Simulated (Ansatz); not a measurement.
Ansatz input file:

```yaml
crystal:
  lattice:
    - [5.1890607703, 0.0, 0.0]
    - [-2.5466695087, 5.1022797893, 0.0]
    - [-0.0710032524, -2.6703766702, 6.5738420661]
  atoms:
    - { symbol: V, position: [0.632249, 0.762387, 0.22299], spin: 0.91 }
    - { symbol: V, position: [0.628452, 0.758754, 0.720518], spin: 1.46 }
    - { symbol: V, position: [0.367751, 0.237613, 0.77701], spin: 0.91 }
    - { symbol: V, position: [0.371548, 0.241246, 0.279482], spin: 1.46 }
    - { symbol: V, position: [0.0, 0.5, 0.5], spin: -1.44 }
    - { symbol: V, position: [0.0, 0.5, 0.0], spin: 1.54 }
    - { symbol: O, position: [0.193962, 0.49093, 0.747054] }
    - { symbol: O, position: [0.806038, 0.50907, 0.252946] }
    - { symbol: O, position: [0.053459, 0.897136, 0.666727] }
    - { symbol: O, position: [0.346998, 0.87206, 0.161507] }
    - { symbol: O, position: [0.946541, 0.102864, 0.333273] }
    - { symbol: O, position: [0.653002, 0.12794, 0.838493] }
    - { symbol: O, position: [0.728699, 0.66233, 0.947875] }
    - { symbol: O, position: [0.419157, 0.654189, 0.43763] }
    - { symbol: O, position: [0.271301, 0.33767, 0.052125] }
    - { symbol: O, position: [0.580843, 0.345811, 0.56237] }
basis:
  ecutwfc: 420
kpoints:
  mp_grid: { grid: [4, 4, 4] }
hamiltonian:
  xc: pbesol
scf:
  occupations: { method: gaussian, width: 0.1 }
output:
  forces: true
  stress: true
  eigenvalues: true
  populations: true
magnetization:
  spin_polarized: true
relax:
  adjacent_minimum: "off"
  f_tol: 0.05
  max_steps: 80
  cell: { stress_tol: 0.5 }
```

Command:
```bash
ansatz run input.yaml --threads 4 --pin off --max-ram 10240MiB --backend cpu --events-out ev --progress --plain --runs-dir out
```

These are results of Ansatz 0.2.0, DFT PBEsol, scalar-relativistic, plane waves, PAW, not measurements.

Part of what the program printed, abridged (final results; tables in files aren't shown):

```
SCF 11 converged in 8 iterations: F = -22932.562759 eV  dr2 = 1.80e-9
SCF converged after 8 iterations
Magnetization: 5.6213 μB (71.8106 up, 66.1894 down)
Absolute magnetization: 8.5485 μB (∫|ρ↑−ρ↓|, with the PAW one-centre terms)
Spin contamination: 1.1382 ħ² per cell (⟨S²⟩ above its minimum at these occupations)
Per-site moments (μB) at R_I (Å): [(0.93644980, 0.75165680), (1.03088971, 0.76922174), (0.93644980, 0.75165680), (1.03088971, 0.76922174), (-0.90395850, 0.81196430), (1.15612560, 0.80479985), (-0.00159946, 0.81513543), (-0.00159946, 0.81513543), (-0.03135699, 0.75165680), (-0.04250154, 0.76922174), (-0.03135699, 0.75165680), (-0.04250154, 0.76922174), (-0.01954218, 0.80479985), (-0.01332792, 0.79887756), (-0.01954218, 0.80479985), (-0.01332792, 0.79887756)]
Free energy (F): -22932.562759 eV
Harris-Foulkes:  -22932.562759 eV  (|F-HF|=1.67e-9)
Internal energy: -22932.500279 eV  (E = F + TS)
E sigma→0 (E₀):  -22932.531519 eV
Entropy (-TS):   -0.062481 eV (-3.905 meV/atom)
Fermi energy:    12.566988 eV
--- Per-component energies (eV) ---
  E_band       = -1171.510837
  E_kinetic    = 3765.690312
  E_local      = -9989.138012  (includes V_loc(G=0)·N_el)
  E_nonlocal   = 212.133675
  E_hartree    = 4146.063488
  E_xc         = -1503.867835
  E_vxc        = -1922.360007  (∫ρ·V_xc dr)
  E_paw        = -8037.020024  (= ΣΔE_a)
  E_vpaw       = -1529.989231  (= ΣTr[D̂ρ^β])
  E_aug_tail   = 0.026148  (compensation charges beyond the density's cutoff)
  E_ewald      = -11527.638984
  E_core_change = 1.250954  (= ΣΔE_core)
  E_smearing   = -0.062481  (= −TS)
--- Forces (eV/Å), atoms counted from 1 ---
  atom   1  V      0.03007065    -0.00746135     0.00099832
  atom   2  V     -0.00622201    -0.00737827     0.00615227
  atom   3  V     -0.03007065     0.00746135    -0.00099832
  atom   4  V      0.00622201     0.00737827    -0.00615227
  atom   5  V      0.00000000     0.00000000     0.00000000
  atom   6  V      0.00000000     0.00000000     0.00000000
  atom   7  O      0.01981754    -0.00520013     0.00033062
  atom   8  O     -0.01981754     0.00520013    -0.00033062
  atom   9  O      0.00694308     0.00895688    -0.00392118
  atom  10  O     -0.01100745     0.02167529    -0.00941363
  atom  11  O     -0.00694308    -0.00895688     0.00392118
  atom  12  O      0.01100745    -0.02167529     0.00941363
  atom  13  O     -0.01508292     0.01024558     0.00436965
  atom  14  O     -0.01514451    -0.00825327     0.02098225
  atom  15  O      0.01508292    -0.01024558    -0.00436965
  atom  16  O      0.01514451     0.00825327    -0.02098225
--- Stress (GPa, compression-positive) ---
        0.207715      -0.111423      -0.042455
       -0.111424       0.208784      -0.055864
       -0.042456      -0.055864       0.464083
  P = ⅓ Tr σ = 0.2935 GPa (2.935 kbar)
--- Band table (eV; the first three rows and the last of 72) ---
  k-point 0 ↑: bands = ["-53.1223", "-53.1093", "-53.0514", "-52.9680", "-52.9594", "-51.6015", "-27.2924", "-27.2274", "-27.2250", "-27.1477", "-27.1215", "-27.0999", "-27.0195", "-27.0126", "-27.0066", "-26.9953", "-26.9680", "-26.9490", "-26.9262", "-26.8568", "-26.8567", "-25.8270", "-25.7597", "-25.2490", "-8.2840", "-7.0452", "-6.9805", "-6.8704", "-6.8305", "-6.5908", "-6.5238", "-6.4197", "-6.2471", "-6.2295", "4.4670", "4.7844", "5.0723", "5.2164", "5.4444", "5.5917", "5.7282", "5.7439", "5.7947", "5.8677", "6.0098", "6.0958", "6.4638", "6.5152", "6.6409", "6.8328", "7.1507", "7.3155", "7.7338", "7.7412", "7.8352", "7.9184", "7.9906", "8.0452", "8.2433", "8.9377", "9.1911", "9.3529" ...
  k-point 1 ↑: bands = ["-53.1221", "-53.1095", "-53.0514", "-52.9681", "-52.9593", "-51.6015", "-27.2915", "-27.2317", "-27.2190", "-27.1448", "-27.1187", "-27.1013", "-27.0289", "-27.0086", "-27.0059", "-26.9969", "-26.9713", "-26.9466", "-26.9263", "-26.8588", "-26.8543", "-25.8272", "-25.7600", "-25.2490", "-8.1677", "-7.4165", "-6.8504", "-6.8178", "-6.7910", "-6.5953", "-6.4667", "-6.4008", "-6.2748", "-6.2458", "4.5015", "4.8233", "5.0796", "5.3123", "5.3281", "5.4756", "5.4890", "5.6143", "5.9087", "6.0110", "6.1082", "6.2397", "6.3648", "6.5746", "6.7226", "6.9275", "7.1212", "7.2627", "7.3811", "7.7865", "7.8259", "8.1114", "8.1404", "8.3671", "8.4053", "8.7883", "8.8695", "9.2605" ...
  k-point 2 ↑: bands = ["-53.1218", "-53.1098", "-53.0514", "-52.9682", "-52.9592", "-51.6015", "-27.2905", "-27.2334", "-27.2156", "-27.1421", "-27.1136", "-27.1045", "-27.0362", "-27.0072", "-27.0045", "-26.9996", "-26.9735", "-26.9449", "-26.9266", "-26.8593", "-26.8532", "-25.8274", "-25.7602", "-25.2490", "-7.8728", "-7.8235", "-6.8183", "-6.8039", "-6.6938", "-6.6898", "-6.3732", "-6.3515", "-6.3144", "-6.2909", "4.7154", "4.7919", "5.0125", "5.0749", "5.3075", "5.4449", "5.4918", "5.5060", "5.9347", "5.9534", "6.2539", "6.4200", "6.5221", "6.6442", "6.7768", "6.8071", "7.1240", "7.1309", "7.6237", "7.6670", "7.9142", "7.9428", "8.3746", "8.4074", "8.5935", "8.6904", "8.8026", "8.8769" ...
  k-point 35 ↓: bands = ["-52.7283", "-51.8421", "-51.8361", "-51.6014", "-51.5920", "-51.5826", "-26.7992", "-26.7843", "-26.6115", "-26.0926", "-26.0847", "-25.9017", "-25.8719", "-25.8620", "-25.7655", "-25.7461", "-25.7084", "-25.6552", "-25.6185", "-25.5432", "-25.5186", "-25.5037", "-25.4831", "-25.4653", "-7.4248", "-7.3143", "-7.0171", "-6.9938", "-6.6979", "-6.6793", "-6.6538", "-6.4954", "-6.4126", "-6.4089", "4.9585", "4.9639", "5.1369", "5.2698", "5.6293", "5.7754", "5.8293", "5.9670", "6.0999", "6.2665", "6.2767", "6.6746", "6.7210", "6.8693", "6.9990", "7.0183", "7.1031", "7.3175", "7.6041", "7.8610", "7.8749", "7.9601", "8.1166", "8.2275", "8.3758", "8.5793", "8.7067", "8.9669 ...
--- Relaxed structure (9 steps of the walk, 7 accepted, 2 SCFs on fresh bases) ---
  F+E_penalty+E_count = -22932.56275913 eV   max|allowed force component| = 3.007e-2 eV/Å   (the final SCF, on the basis selected at the relaxed cell)
  cell:  # Å, volume = 156.6593 Å³
    - [4.85301120, 0.01615718, 0.01911662]
    - [-2.36585727, 4.94684293, -0.05405601]
    - [-0.05050156, -2.65095554, 6.53890728]
  atoms:
    - { symbol: V, position: [0.61954245, 0.75390475, 0.21583377] }
    - { symbol: V, position: [0.62845187, 0.74152954, 0.71011960] }
    - { symbol: V, position: [0.38045754, 0.24609524, 0.78416622] }
    - { symbol: V, position: [0.37154812, 0.25847045, 0.28988039] }
    - { symbol: V, position: [0.0, 0.49999999, 0.50000000] }
    - { symbol: V, position: [0.0, 0.50000000, 0.0] }
    - { symbol: O, position: [0.18528961, 0.50025103, 0.75009762] }
    - { symbol: O, position: [0.81471038, 0.49974896, 0.24990237] }
    - { symbol: O, position: [0.04215416, 0.89092015, 0.66187428] }
    - { symbol: O, position: [0.34479346, 0.88774881, 0.15982233] }
    - { symbol: O, position: [0.95784583, 0.10907984, 0.33812571] }
    - { symbol: O, position: [0.65520653, 0.11225118, 0.84017766] }
    - { symbol: O, position: [0.74038531, 0.66666419, 0.94435276] }
    - { symbol: O, position: [0.43086838, 0.67508327, 0.44313662] }
    - { symbol: O, position: [0.25961468, 0.33333580, 0.05564723] }
    - { symbol: O, position: [0.56913161, 0.32491672, 0.55686337] }
--- Löwdin populations: 16 sites ---
  site symbol q [e]    m [muB]
     0      V     11.7683     1.3174
     1      V     11.8031     1.4272
     2      V     11.7683     1.3174
     3      V     11.8031     1.4272
     4      V     11.8377    -1.1791
     5      V     11.7855     1.5531
     6      O      6.7243    -0.0003
     7      O      6.7243    -0.0003
     8      O      6.6265    -0.0411
     9      O      6.6347    -0.0592
    10      O      6.6265    -0.0411
    11      O      6.6347    -0.0592
    12      O      6.6924    -0.0280
    13      O      6.6852    -0.0153
    14      O      6.6924    -0.0280
    15      O      6.6852    -0.0153
  spilling = 0.003678 (of n_electrons = 138.000000)
```

The relaxation met its thresholds.

The run took 4.8 min on 4 threads of Intel(R) Xeon(R) Platinum 8488C (Sapphire Rapids), with other jobs on the host, peak memory 1.3 GiB.

The k mesh is coarse.